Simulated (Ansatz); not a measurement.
One crystal and one scan (scan of one atom of the cell) at two levels, PBE (plane waves to 420 eV, PAW, scalar-relativistic; Ansatz, a program for electronic structure) and PBEsol (plane waves to 420 eV, PAW, scalar-relativistic; Ansatz), each from its own relaxed cell and on its own mesh. The cell shown is that of PBE.

Starting cell, LiF (rock salt):

```
LiF
1.0
    0.00000     2.03393     2.03393
    2.03393     0.00000     2.03393
    2.03393     2.03393     0.00000
F Li
1 1
Direct
  0.00000   0.00000   0.00000
  0.50000   0.50000   0.50000
```

In this cell atom 1 (F, nearest neighbour Li at 2.034 Å; its periodic images, 2.9 Å or more away, move with it) is moved by s along Cartesian [111], unit vector (0.577, 0.577, 0.577); all other atoms and the cell stay fixed.

E stands for the smeared free energy. LiF was relaxed with its symmetry unable to fall. Both scans cover s from -0.200 to 0.200 Å.

ΔE (meV/cell), each from the undisplaced structure of its own level:

```tsv
s (Å)	PBE	PBEsol
-0.200	26.6	33.6
-0.160	17.0	21.5
-0.120	9.5	withheld
-0.080	4.2	5.4
-0.040	1.1	1.3
0.000	0.0	0.0
0.040	1.1	1.3
0.080	4.2	5.4
0.120	9.5	withheld
0.160	17.0	21.5
0.200	26.6	33.6
```

Estimate the PBEsol value at -0.120 from the PBE value there and the ratio of the two levels in the two nearest given rows on that side of the minimum.

At -0.080 and -0.160 the ratio PBEsol/PBE averages 1.275, which gives 1.275 × 9.5 = 12.1 meV/cell. The calculation gives 12.1 meV/cell, +27.4 % against PBE.

(For displaced atoms, the force is minus the slope of the energy, and its curvature is a force constant, which sets phonon frequencies.)
